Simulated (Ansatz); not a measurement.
A trial structure of Rb3S4 was built thus: ordered vacancies on the cation sites of zinc blende (P-4m2, No. 115) (occupants of the shared sites, in ratio, Rb: 3, vacant: 1). The dimensions are guesses.

```cif
data_structure
_symmetry_space_group_name_H-M 'P-4m2'
_symmetry_Int_Tables_number 115
_cell_length_a 5.1026
_cell_length_b 5.1026
_cell_length_c 14.4323
_cell_angle_alpha 90.000
_cell_angle_beta 90.000
_cell_angle_gamma 90.000
_cell_volume 375.77
loop_
_atom_site_label
_atom_site_type_symbol
_atom_site_symmetry_multiplicity
_atom_site_Wyckoff_symbol
_atom_site_fract_x
_atom_site_fract_y
_atom_site_fract_z
_atom_site_occupancy
Rb1 Rb 2 e 0.00000 0.00000 0.75000 1
Rb2 Rb 1 c 0.50000 0.50000 0.50000 1
S1 S 2 g 0.50000 0.00000 0.62500 1
S2 S 2 g 0.50000 0.00000 0.12500 1
```

The calculation used DFT PBE, scalar-relativistic, plane waves, PAW in Ansatz 0.2.0. Cutoff 420 eV, Gaussian smearing, Γ-centred meshes. Cell and atoms relax on a converged mesh. In metals the finer mesh still leaves noise of several meV/atom or more. The steps can't lower the symmetry of their start. No spin polarisation.

A guess keeps its type if space group and coordination stay and the shape of the cell changes little (axis ratios within about 15 %, angles within 6°); the volume may change.

Question: Does it keep its structure type, or change into something else?

Answer: It doesn't keep its type. The symmetry stays P-4m2 (No. 115). The volume per atom shrinks by 40.4 %, from 53.7 to 32.0 Å³. The shortest distance goes from 3.12 Å (Rb–S) to 2.65 Å (S–S). The ratio c/a of the conventional cell changes by a factor of 1.50. Counting neighbours within 15 % of an atom's shortest distance, the start has Rb 4, S 2/4 and the end Rb 4/6, S 4. In detail, at the end Rb on a site of symmetry 2mm is surrounded by 2 S at 3.17 Å, 4 S at 3.38–3.39 Å and 4 Rb at 3.75 Å; Rb on a site of symmetry -4m2 has 4 S at 3.21 Å and 4 Rb at 3.75 Å; S on its first site is surrounded by 4 Rb at 3.17–3.21 Å and 4 S at 3.75 Å; 1 more site not described.

```cif
data_structure
_symmetry_space_group_name_H-M 'P-4m2'
_symmetry_Int_Tables_number 115
_cell_length_a 3.7483
_cell_length_b 3.7483
_cell_length_c 15.9408
_cell_angle_alpha 90.000
_cell_angle_beta 90.000
_cell_angle_gamma 90.000
_cell_volume 223.96
loop_
_atom_site_label
_atom_site_type_symbol
_atom_site_symmetry_multiplicity
_atom_site_Wyckoff_symbol
_atom_site_fract_x
_atom_site_fract_y
_atom_site_fract_z
_atom_site_occupancy
Rb1 Rb 2 e 0.00000 0.00000 0.82329 1
Rb2 Rb 1 c 0.50000 0.50000 0.50000 1
S1 S 2 g 0.50000 0.00000 0.66319 1
S2 S 2 g 0.50000 0.00000 0.00063 1
```

The zero of energy is the elements' standard structures at the same level; no fitted shifts are applied.

Question: At what energy does it end?

Answer: −0.25 eV/atom.

The last run used a 10×10×4 mesh (in the run's order of axes) for its 7-atom cell and Gaussian smearing of 0.10 eV. An odd number of electrons in the primitive cell allows no gap without spin; a larger cell or a magnetic state could open one. The cell is a metal run without spin; a magnetic state may lie lower. The reference form of S is held partly by dispersion forces, which this level lacks. A structure relaxed within its symmetry needn't be a true minimum. Another cell of Rb3S4 relaxed alike, in P4/mmm, lies 184 meV/atom lower, so this cell isn't the stable form at this level.

In counts of neighbours, a slash parts the counts of unlike sites.
